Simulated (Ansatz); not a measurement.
# Relaxing a structure of Ti3Al

The start is a generated trial cell of Ti3Al in the AFLOW prototype AB3_mC16_12_g_ij (D0_15, as in AlCl3). Cell shape, volume and atoms are optimised at zero target pressure with PBE (plane waves to 420 eV, PAW, scalar-relativistic; Ansatz, a first-principles code). First-step values are on the input's coarse k-mesh.

Ansatz input (later rounds restart from its end on a renewed k-mesh):
Ansatz 0.2 input:
```yaml
crystal:
  lattice:
    - [2.7509902, -4.7605063, 0]
    - [2.7509902, 4.7605063, 0]
    - [-1.7911962, 0, 5.4319733]
  atoms:
    - { symbol: Al, position: [0.8338, 0.1662, 0] }
    - { symbol: Al, position: [0.1662, 0.8338, 0] }
    - { symbol: Ti, position: [0.2147, 0.2147, 0.2263] }
    - { symbol: Ti, position: [0.7853, 0.7853, 0.7737] }
    - { symbol: Ti, position: [0.93049, 0.57311, 0.2248] }
    - { symbol: Ti, position: [0.42689, 0.06951, 0.7752] }
    - { symbol: Ti, position: [0.06951, 0.42689, 0.7752] }
    - { symbol: Ti, position: [0.57311, 0.93049, 0.2248] }
basis: { ecutwfc: 420, ecutrho_ratio: 4, xc_grid: 2, fft_grid_basis: typed }
kpoints: { mp_grid: { grid: [7, 7, 6] } }
hamiltonian:
  xc: pbe
  dispersion: none
  pseudopotentials: { kind: paw }
scf: { occupations: { method: fermi_dirac, width: 0.05 } }
relax: { f_tol: 0.01, max_steps: 100, cell: { stress_tol: 0.02 } }
output: { forces: true, stress: true }
```

**Question.** How large is the pressure on the unrelaxed cell, and of which sign?

**Answer.** +34.8 GPa (positive: the cell is compressed).

**Question.** What is the largest force in the starting geometry, and on which atom (counted from 1)?

**Answer.** 7.05 eV/Å, on Ti5, Ti6, Ti7, Ti8 (atoms numbered as listed).

**Question.** How much energy is released per atom?

**Answer.** 1.68 eV/atom.

**Question.** How does the volume per atom move from start to end?

**Answer.** +5.5 %, from 17.78 to 18.75 Å³/atom.

**Question.** What band gap does the relaxed structure have at this level?

**Answer.** Zero (metallic).

**Question.** Give the final cell and atomic positions.

**Answer.** 
```cif
data_Al4Ti12
_chemical_formula_sum 'Al4 Ti12'
_space_group_name_H-M_alt 'C2/m'
_space_group_IT_number 12
_space_group_name_Hall '-C 2y'
_cell_length_a 5.05645
_cell_length_b 8.83047
_cell_length_c 6.95775
_cell_angle_alpha 90.000
_cell_angle_beta 105.010
_cell_angle_gamma 90.000
loop_
_atom_site_label
_atom_site_type_symbol
_atom_site_symmetry_multiplicity
_atom_site_Wyckoff_symbol
_atom_site_fract_x
_atom_site_fract_y
_atom_site_fract_z
_atom_site_occupancy
Al1 Al 4 g 0.00000 0.16095 0.00000 1
Ti1 Ti 4 i 0.26818 0.00000 0.34431 1
Ti2 Ti 8 j 0.27729 0.32985 0.33261 1
```
(The calculation used a cell of 8 atoms; values per cell refer to that cell.)

The space group stays C2/m (No. 12) (the run could not lower it), with 8 atoms in the primitive cell. Final values are on a 11×11×7 k-mesh of the relaxed cell. No spin polarisation in the result.

The run could not lose the symmetry of its start: the end is stationary, and may be a saddle point rather than a minimum.

The relaxed structure here is a generated cell of Ti3Al: the first start was made by placing the elements on the sites of a structure type, and the end was not matched to a known phase here, so it may be hypothetical. Known forms of Ti3Al include space group No. 194.
